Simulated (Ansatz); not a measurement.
MgIn$_{2}$N$_{2}$: a run of Ansatz with trial settings.

```yaml
crystal:
  lattice:
    - [1.6701479908, 0.9642603921, 7.7724938132]
    - [-1.6701479908, 0.9642603921, 7.7724938132]
    - [0.0, -1.9285207842, 7.7724938132]
  atoms:
    - { symbol: Mg, position: [0.0, 0.0, 0.0] }
    - { symbol: In, position: [0.43900667, 0.43900667, 0.43900667] }
    - { symbol: In, position: [0.56099333, 0.56099333, 0.56099333] }
    - { symbol: "N", position: [0.27727667, 0.27727667, 0.27727667] }
    - { symbol: "N", position: [0.72272333, 0.72272333, 0.72272333] }
basis:
  ecutwfc: "14 Ha"
kpoints:
  mp_grid: { grid: [6, 6, 6] }
hamiltonian:
  xc: pbe
scf:
  occupations: { method: gaussian, width: 0.1 }
output:
  forces: true
  stress: true
  eigenvalues: true
```

Command:

```bash
ansatz run input.yaml --threads 1 --pin off --max-ram 1331MiB --backend cpu --events-out ev --progress --plain --runs-dir out
```

Output, shortened (HF is the Harris–Foulkes energy, dr2 the density residual in eV):

```text
Warning: basis.ecutwfc = 380.9594 eV is below the records' recommended 420 eV, and the density's cutoff is lower with it unless basis.ecutrho_ratio is high enough to keep the records' density cutoff: compare with a run at a higher cutoff
basis.fft_grid_basis auto: the FFT boxes are laid along the combinations [[1, 0, -1], [0, 1, -1], [0, 0, 1]] of the cell's own vectors, 3.340, 3.340 and 8.008 Å long. The dense box has 24×24×54 points. Along the cell's own vectors, as sized, it would have 54×54×54, 5.06 times as many. Of the 12 symmetry operations that the crystal satisfies within crystal.symmetry.tolerance (time reversal apart …
Pseudopotential: Mg, paw, valence charge 10, recommended cutoff 420 eV (normal)
Pseudopotential: In, paw, valence charge 13, recommended cutoff 420 eV (normal)
Pseudopotential: N, paw, valence charge 5, recommended cutoff 420 eV (normal)
Crystal: 5 atoms, lattice volume = 75.104 Å³
Basis set: ecut = 380.9594 eV, 1291 PW (Γ), FFT grids on a1−a3, a2−a3, a3, exchange–correlation on 48×48×108 points (8 copies of the dense FFT grid, shifted against one another)
Bands: 28, of which v1, the nominal top of the filled ones, is band 23 counted from 1 (22 counted from 0)
Symmetry: 12 space group operations
Space group: R-3m (ITA 166), of the structure as read, at distance tolerance 4.2e-5 Å
k-points: 32 of 216
Initial density: superposition of atomic densities, corrected by the library's trained network
SCF iter   1: HF=-13888.183906 eV  Δρ=1.80e-3  dr2=3.32e-3
SCF iter   2: HF=-13888.183696 eV  Δρ=1.01e-3  dr2=1.04e-3
SCF iter   3: HF=-13888.183791 eV  Δρ=2.72e-4  dr2=6.92e-5
SCF iter   4: HF=-13888.183767 eV  Δρ=8.50e-5  dr2=8.89e-6
SCF iter   5: HF=-13888.183768 eV  Δρ=2.06e-5  dr2=2.11e-7
SCF iter   6: F=-13888.183768 eV  HF=-13888.183768 eV  Δρ=4.12e-6  dr2=1.18e-8
SCF 1 converged in 6 iterations: F = -13888.183768 eV  dr2 = 1.18e-8
SCF converged after 6 iterations
Free energy (F): -13888.183768 eV
E sigma→0 (E₀):  -13888.183391 eV
Entropy (-TS):   -0.000753 eV (-0.151 meV/atom)
Fermi energy:    10.047545 eV
--- Forces (eV/Å), atoms counted from 1 ---
  atom   1  Mg     0.00000000     0.00000000    -0.00000000
  atom   2  In    -0.00000000     0.00000000     0.00404406
  atom   3  In     0.00000000    -0.00000000    -0.00404406
  atom   4  N      0.00000000    -0.00000000    -0.03808851
  atom   5  N      0.00000000     0.00000000     0.03808851
--- Stress (GPa, compression-positive) ---
       -0.207286       0.000000       0.000000
        0.000000      -0.207286      -0.000000
        0.000000      -0.000000      -0.244926
  P = ⅓ Tr σ = -0.2198 GPa (-2.198 kbar)
```

The inputs are trials, many of them unsound on purpose. Their numbers show the effect of the settings and aren't properties of the material.